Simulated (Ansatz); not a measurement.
Given:

HfO2:
Space group P2₁/c (No. 14); a = 5.1152 Å, b = 5.1808 Å, c = 5.2981 Å, α = γ = 90.00°, β = 99.47°

```csv
atom,site,symmetry,x,y,z
Hf,4e,1,0.2762,0.0419,0.2083
O,4e,1,0.5519,0.2575,0.0217
O,4e,1,0.0696,0.3328,0.3449
```

This is the r²SCAN-relaxed structure.

### Question
All from r²SCAN (plane waves, PAW; program Ansatz), unless another level is named. Predict the band gap.

### Answer
4.60 eV (indirect).

### Question
Next, the smallest direct gap on the standard path?

### Answer
4.68 eV.

### Question
And the formation energy from the elements (no fitted shifts)?

### Answer
-3.77 eV/atom.

Space group P2_1/c. The cell was relaxed with r²SCAN under the symmetry of its start. No spin polarisation was allowed. The references are the lowest solids computed at this level, not always the standard phases (solids in place of the gases). Spin–orbit coupling is left out wherever it is not named.

Potentials: the earlier of the program's two PAW sets.
